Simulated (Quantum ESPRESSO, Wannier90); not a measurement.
# TlBiTe2 (R-3m), plane waves to Wannier functions

```xyz
4
Lattice="-2.2764 3.9429 0.0000 -4.5529 0.0000 0.0000 -2.2764 1.3143 7.9638" Properties=species:S:1:pos:R:3 pbc="T T T"
Tl    -4.5529     2.6286     3.9819
Bi     0.0000     0.0000     0.0000
Te    -2.2764     1.3143     1.7679
Te     2.2764    -1.3143    -1.7679
```

Cell from Materials Project (mp-27438), symmetrised, no further relaxation. COD (Crystallography Open Database) has an entry of this formula and space group (matched by these alone). Computed values, not measurements, from PBEsol: Quantum ESPRESSO (norm-conserving PseudoDojo potentials, cutoff 64 Ry, spinors with spin-orbit coupling) on a Γ-centred 4×4×4 mesh, then Wannier90. Density: 8×8×8 mesh, cold smearing 0.01 Ry. With spin-orbit coupling a semilocal functional can close or falsely invert a small gap; the band order was not checked against a better method.

A tight-binding model is made by disentanglement and projection with no localisation steps (num_iter = 0), so the 26 orbitals stay atom-like: hydrogen-like Tl: s;p; Bi: p; Te: p, axes along x, y, z; frozen window up to 1.50 eV relative to the Fermi level. It follows pw.x to 9.5 meV rms for states up to 1.0 eV relative to the Fermi level. Matrix elements depend on this choice of orbitals and windows.

Q: What are the on-site energies relative to the Fermi level, and how fast do the hoppings decay?

A: 
```csv
atom,orbitals,energy (eV)
Tl1,s↑ s↓,-4.53
Tl1,pz↑ pz↓,2.93
Tl1,px↑ px↓ py↑ py↓,2.69
Bi2,pz↑ pz↓,0.28
Bi2,px↑ px↓ py↑ py↓,0.35
Te3,pz↑ pz↓ px↑ px↓ py↑ py↓,-0.67
Te4,pz↑ pz↓ px↑ px↓ py↑ py↓,-0.67
```

```csv
distance of the centres (Å),largest modulus (eV)
3–4,1.2
4–5,0.41
5–6,0.084
6–7,0.17
```

Effective spin-orbit constants λ of λ L·S, from the same-site elements px↑–py↑ (λ/2) and dx2-y2↑–dxy↑ (λ), where they are among the larger elements: Bi2 p 1.5 eV, Tl1 p 0.85 eV, Te3 p 0.52 eV, Te4 p 0.52 eV.
